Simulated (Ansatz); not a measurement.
Data:

VN:
```xyz
4
Lattice="-1.3422 1.3422 4.7678 1.3422 -1.3422 4.7678 1.3422 1.3422 -4.7678" Properties=species:S:1:pos:R:3 pbc="T T T"
V      0.0000     0.0000     7.1438
V      1.3422     0.0000     4.7599
N      0.0000     0.0000     1.5908
N      0.0000     1.3422     3.9748
```

This is the PBE-relaxed structure.

**Question.** All from PBE (plane waves, PAW; program Ansatz), unless another level is named. Predict the electronic character.

**Answer.** no gap, with almost no states at the Fermi level (zero-gap or semimetallic).

**Question.** What about the formation energy from the elements (no fitted shifts)?

**Answer.** -1.13 eV/atom.

Space group I4_1md. A made-up cell: these elements were put on the sites of a structure type; neither database checked (COD, Materials Project) lists it. It is not the phase usual at ambient conditions (space group No. 225). The PBE relaxation kept the symmetry of its start; its stability against distortions is not shown here. The workflow began spin-polarised and lost its moments. The references are the lowest solids computed at this level, not always the standard phases (solids in place of the gases).

Potentials: the later of the program's two PAW sets.
